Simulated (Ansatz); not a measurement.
**Computed properties of Zr5Sn3Se**

Zr5Sn3Se:
```xyz
18
Lattice="8.6212 0.0000 0.0000 -4.3106 7.4662 0.0000 0.0000 0.0000 6.0549" Properties=species:S:1:pos:R:3 pbc="T T T"
Zr     0.0000     4.9774     3.0275
Zr     4.3106     2.4887     3.0275
Zr     4.3106     2.4887     0.0000
Zr     0.0000     4.9774     0.0000
Zr     6.3565     0.0000     1.5137
Zr     2.2647     0.0000     4.5412
Zr     3.1783     5.5049     4.5412
Zr     1.1323     1.9613     1.5137
Zr    -3.1783     5.5049     1.5137
Zr    -1.1323     1.9613     4.5412
Sn     3.4150     0.0000     1.5137
Sn     5.2062     0.0000     4.5412
Sn     1.7075     2.9574     4.5412
Sn     2.6031     4.5087     1.5137
Sn    -1.7075     2.9574     1.5137
Sn    -2.6031     4.5087     4.5412
Se     0.0000     0.0000     3.0275
Se     0.0000     0.0000     0.0000
```

Space group P6_3/mcm (No. 193); conventional cell a = 8.621 Å, b = 8.621 Å, c = 6.055 Å, α = 90.00°, β = 90.00°, γ = 120.00°.

Method: DFT-r²SCAN in the program Ansatz with PAW potentials. Structure relaxed to zero pressure with the same functional. Other levels are named where they apply.

### Cell and energy

```yaml
volume_per_atom: 21.65 Å³
density: 7.59 g/cm³
Formation energy from the elements (no fitted shifts): -0.89 eV/atom
```

### Electronic structure

```yaml
electronic_character: metallic (no gap)
Density of states at the Fermi level: 0.37 states/eV per atom (mean over ±0.08 eV)
```

The workflow started from a Materials Project entry (that database holds measured and hypothetical structures alike); the Crystallography Open Database copy checked does not list it. Whether it is the stable phase at ambient conditions was not checked. The r²SCAN relaxation kept the symmetry of its start; whether a distortion lowers the energy is not shown. No spin polarisation was allowed. The references are the lowest solids computed at this level, not always the standard phases. Spin–orbit coupling is left out wherever it is not named.

Potentials: the earlier of the program's two PAW sets.
